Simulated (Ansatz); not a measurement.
TiB$_{2}$ (AlB2 type, space group P6/mmm)

```yaml
crystal:
  lattice:
    - [3.02469, 0.00000, 0.00000]
    - [-1.51235, 2.61946, 0.00000]
    - [0.00000, 0.00000, 3.22263]
  atoms:
    - { symbol: Ti, position: [0.00000, 0.00000, 0.00000] }
    - { symbol: B, position: [0.33333, 0.66667, 0.50000] }
    - { symbol: B, position: [0.66667, 0.33333, 0.50000] }
```

Scan: atom 3 (B, nearest neighbour B at 1.746 Å; its periodic images, 3.0 Å or more away, move with it) is displaced along Cartesian [111], direction (0.577, 0.577, 0.577) in Cartesian axes, by s. The other atoms stay.

Method: r2SCAN (plane waves to 500 eV, PAW, scalar-relativistic; Ansatz, a program for electronic structure). k mesh 14×14×12 (Γ-centred), Fermi-Dirac smearing 0.05 eV. The energy includes the smearing's −TS. With partly filled bands, energies and forces of such displacements shift with the k mesh and the smearing. TiB2 is run without spin polarisation. TiB2 was relaxed with its symmetry unable to fall. The zero of ΔE is the undisplaced structure. The last digit holds for this mesh only.

| s (Å) | ΔE (meV/cell) |
|---|---|
| -0.520 | 2084.1 |
| -0.416 | 1326.8 |
| -0.312 | 748.0 |
| -0.208 | 335.7 |
| -0.104 | 85.7 |
| 0.000 | 0.0 |
| 0.104 | 90.9 |
| 0.208 | 377.6 |
| 0.312 | 886.7 |
| 0.416 | 1642.1 |
| 0.520 | 2661.1 |

### Question
What force constant k = d²E/ds² at s = 0 does the table give?

### Answer
16 eV/Å². It is the second difference of the nearest points, corrected with the next pair.

### Question
With k = 16.20 eV/Å² from the forces, is the well harmonic out to s = 0.520 Å?

### Answer
½ks² = 2191 meV/cell against the computed 2661 meV/cell, so the well is stiffer than harmonic there.

(A displaced cell: forces are minus the slopes of the energy, force constants its curvatures, and phonons follow from these.)
